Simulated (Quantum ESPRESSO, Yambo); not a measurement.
CaC2 (space group I4/mmm, No. 139) under isotropic strain (on all lattice vectors), counted from the cell relaxed with PBEsol, atoms relaxed at each step. norm-conserving PBEsol (Quantum ESPRESSO, 82 Ry, without SOC); G0W0 in Yambo (6×6×6 Γ-centred k mesh, 88 bands and a 8 Ry block in the screening, 88 bands in G with the Bruneval-Gonze terminator, plasmon pole fitted at 27.2 eV).

| strain s (%) | PBEsol direct gap at X (eV) | G0W0 direct gap at X (eV) |
|---|---|---|
| -3 | 1.935 | 3.721 |
| -1.5 | 2.049 | 3.930 |
| -0.7 | ? | ? |
| 0 | 2.153 | 4.094 |
| +1 | 2.217 | 4.195 |
| +2 | 2.276 | 4.281 |

Q: Fit a parabola in s to each column by least squares and predict the withheld row.

A: PBEsol: E = 2.153 + 0.0660 s − 0.0022 s² (largest residual 0 meV), giving 2.106 eV at s = -0.7; the run gave 2.106 eV, a miss of 0 meV. G0W0: E = 4.098 + 0.1046 s − 0.0068 s² (largest residual 4 meV), giving 4.021 eV at s = -0.7; the run gave 4.018 eV, a miss of 3 meV. The GW settings are held fixed; their convergence isn't established. The screening block changes size along the series (121 vectors at -3 %, 145 vectors at -1.5 %, 145 vectors at -0.7 %, 145 vectors at +0 %, 145 vectors at +1 %, 145 vectors at +2 %), which puts steps into the G0W0 values. 

The structure is a Materials Project entry; no match was found in the copy of COD used, and its stability was not checked.
